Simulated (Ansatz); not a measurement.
H on a (100) slab of Si (Fd-3m (No. 227)), 6 planes, outer planes Si (top) and Si (bottom), its top face paired into buckled dimers, its bottom face closed with Cl, 1 a cell of 58.8 Å², relaxed (it stands last):

```
Si Cl H
1.0
     7.66719    0.00000    0.00000
     0.00000    7.66719    0.00000
     0.00000    0.00000   26.95390
Si Cl H
24 4 1
Direct
  0.40651 0.25000 0.36830
  0.40651 0.75000 0.36830
  0.09349 0.25000 0.36830
  0.09349 0.75000 0.36830
  0.50000 0.50000 0.41858
  0.50000 0.00000 0.41858
  0.00000 0.50000 0.41858
  0.00000 0.00000 0.41858
  0.74956 0.50058 0.46439
  0.74956 0.99942 0.46439
  0.25090 0.49972 0.47284
  0.25090 0.00028 0.47284
  0.75840 0.75000 0.51347
  0.76295 0.25000 0.51253
  0.25037 0.75000 0.52378
  0.25499 0.25000 0.52493
  0.98946 0.75000 0.56987
  0.98694 0.25000 0.57166
  0.51343 0.75000 0.57072
  0.52111 0.25000 0.56938
  0.94557 0.99422 0.62349
  0.94557 0.50578 0.62349
  0.65736 0.99919 0.59827
  0.65736 0.50081 0.59827
  0.50175 0.25000 0.29667
  0.50296 0.75000 0.29682
  0.99721 0.25000 0.29682
  0.99652 0.75000 0.29686
  0.83153 0.25000 0.61473
```

Theory: Ansatz, DFT PBE+D3(BJ), scalar-relativistic, plane waves, PAW. Settings: cutoff 420 eV, Γ-centred mesh 2×2×1 on the computed 29-atom cell, Gaussian smearing of 0.05 eV; collinear spin. The cell repeats along c with a dipole correction in the vacuum.

It binds with 1.10 eV an atom against the clean slab and the free atom (no zero-point or thermal terms); its shortest contact is H–Si 1.66 Å. Take first-order desorption with no barrier to adsorption, no reaction on the face and an assumed prefactor of 10^13 s⁻¹.

Question: How long does an atom stay at 473 K?

Answer: τ = ν⁻¹·exp(E/k_BT) with k_BT = 0.0408 eV: E/k_BT = 27.0, so τ ≈ 5×10^-2 s. At about one hit a site a second (10⁻⁶ mbar) the coverage is near τ × 1 s⁻¹, so a layer needs roughly 2×10^-5 mbar.

Question: Where does its peak lie in a desorption experiment heated at 5 K/s?

Answer: The peak obeys E/(k_B·T_p²) = (ν/β)·exp(−E/k_BT_p). Solving gives T_p ≈ 413 K (E/k_BT_p = 30.9). An error of 0.1 eV in E moves it by about 38 K, and larger molecules have larger prefactors, which lowers it.

Question: Is this physisorption or chemisorption?

Answer: The tightest contact, H–Si 1.66 Å, is 1.17 times the sum of covalent radii. That is longer than a single bond, but an atom with an unpaired electron can share it over such a distance, so this is a weak bond rather than plain physisorption, and semilocal functionals tend to overbind it. Leaving as a molecule, with a second adsorbate or an atom of the face, can cost less than leaving alone, which these figures don't count.

An atom lies near a switch of its D3 coefficient C6 between reference coordination numbers, so the dispersion energy changes steeply there and can make or shift the minimum.